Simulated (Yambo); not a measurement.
G0W0@PBEsol for NaCl (rock salt, space group Fm-3m, No. 225) in Yambo. Reference settings: 4×4×4 Γ-centred k mesh, bands 2 to 98 and a 10 Ry block in the screening, 98 bands in G with the Bruneval-Gonze terminator, plasmon pole fitted at 27.2 eV. The PBEsol gap Γ → Γ on this mesh is 5.01 eV; G0W0 gaps are taken between the same points.

```csv
change from the reference,G0W0 gap Γ → Γ (eV),shift of the valence edge (eV)
reference settings,8.11,-2.19
33 bands in G,8.12,-2.16
4 Ry block,7.91,-1.97
no terminator,8.07,-2.09
"62 bands in G, no terminator",8.00,-1.98
1 Ry block,(withheld),-1.82
62 bands in G,8.12,-2.19
no random integration,8.00,-1.96
```

Question: Estimate the withheld gaps from the other rows; the computed values follow.

Answer: 
- 1 Ry block, G0W0 gap Γ → Γ (eV): 7.95

The reference isn't shown to be the converged limit.

Geometry relaxed with PBEsol; primitive cell a = b = c = 3.9623 Å, α = β = γ = 60.00°.

A shift is the quasiparticle energy of the state minus its PBEsol energy.
